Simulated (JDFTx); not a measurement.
TiB2(0001) slab cut from bulk TiB2 (space group P6/mmm, indices of the conventional cell, lattice of the Materials Project entry mp-1145, not re-optimised): 8 atoms in 5 planes, a 1x1 cell of 7.93 Å² (|a| = 3.026, |b| = 3.026 Å), 6.3 Å between the outermost planes, B outermost, slab composition Ti2B6, cell height 22.5 Å, 8×8×1 k mesh, Fermi smearing 0.01 Ha, no spin polarisation. Whether this polymorph is the ambient one wasn't checked. Neither spin polarisation nor a larger cell was tried.

Method: PBE, GBRV ultrasoft potentials, plane waves to 20/100 Ha, in a modified build of JDFTx. Liquid on both sides: CANDLE, water, 1 M KCl; nuclei fixed, outer atoms relaxed in vacuum. SHE scale: U = −μ/e − 4.44 V, by convention. Ideal, unreconstructed faces without any overlayer. On the negative side CANDLE's cavity feels the periodic box, so those points shift with the cell height. Convergence in thickness and k mesh wasn't tested for this slab.

```
U (V vs SHE)  μ (eV)  excess electrons per cell  σ (μC/cm², per face)              run
------------  ------  -------------------------  --------------------  ---------------
0.35           -4.79                      0.218                 -22.0  fixed potential
0.68           -5.12                      0.148                 -15.0     fixed charge
0.75           -5.19                      0.125                 -12.6  fixed potential
0.95           -5.39                      0.054                  -5.5  fixed potential
1.27           -5.71                      0.000                   0.0          neutral
1.55           -5.99                          ?                     ?  fixed potential
1.75           -6.19                          ?                     ?  fixed potential
```

Task: Fill in the missing entries, row by row.

Result: 
- 1.55, excess electrons per cell: -0.030
- 1.55, σ (μC/cm², per face): 3.0
- 1.75, excess electrons per cell: -0.053
- 1.75, σ (μC/cm², per face): 5.3
